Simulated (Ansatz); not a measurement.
Data:

ScIr3C:
Space group Pm-3m (No. 221); a = b = c = 4.130 Å, α = β = γ = 90.00°

| atom | site | symmetry | x | y | z |
|---|---|---|---|---|---|
| Sc | 1a | m-3m | 0.0000 | 0.0000 | 0.0000 |
| Ir | 3c | 4/mm.m | 0.0000 | 0.5000 | 0.5000 |
| C | 1b | m-3m | 0.5000 | 0.5000 | 0.5000 |

This is the PBE-relaxed structure.

Problem. All from the program Ansatz at the PBE level (PAW), unless another level is named. Give the electronic character.

Solution. metallic (no gap).

Problem. Next, the formation energy from the elements (no fitted shifts)?

Solution. -232 meV/atom.

Problem. And the gap with spin–orbit coupling?

Solution. none (metallic).

The start of the workflow was typed in or built on a structure type; neither database checked (COD, Materials Project) lists it. Its standing as an ambient phase is unchecked. The PBE relaxation kept the symmetry of its start; whether a distortion lowers the energy is not shown. No spin polarisation was allowed. The references are the lowest solids computed at this level, not always the standard phases. Scalar-relativistic: spin–orbit coupling is off unless named, which matters more the heavier the elements.

Potentials: the earlier of the program's two PAW sets.
